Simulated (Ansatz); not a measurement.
Hf (hcp (Mg type), P6_3/mmc) at seven volumes, r²SCAN in the plane-wave PAW code Ansatz, shape and atoms relaxed at each. One row is withheld.

```
V (Å³/atom)  P (GPa)
-----------  -------
20.335         12.21
21.005             ?
21.676          3.54
22.346          0.00
23.016         -3.10
23.687         -5.82
24.357         -8.22
```

Problem. Fit the shown pressures and predict the withheld one.

Solution. P = (3/2)B₀(x^(7/2) − x^(5/2))[1 + (3/4)(B′ − 4)(x − 1)] with x = (V₀/V)^(2/3). Least squares on the six rows gives V₀ = 22.346 Å³/atom, B₀ = 110 GPa, B′ = 3.39. At V = 21.005, x = 1.0421 and P = 7.56 GPa. The run itself gave 7.60 GPa.

Symmetry was held in the r²SCAN relaxation; of distortions, only those at the zone centre were tested. No spin polarisation was allowed. Spin–orbit coupling is left out wherever it is not named.

Potentials: the later of the program's two PAW sets.
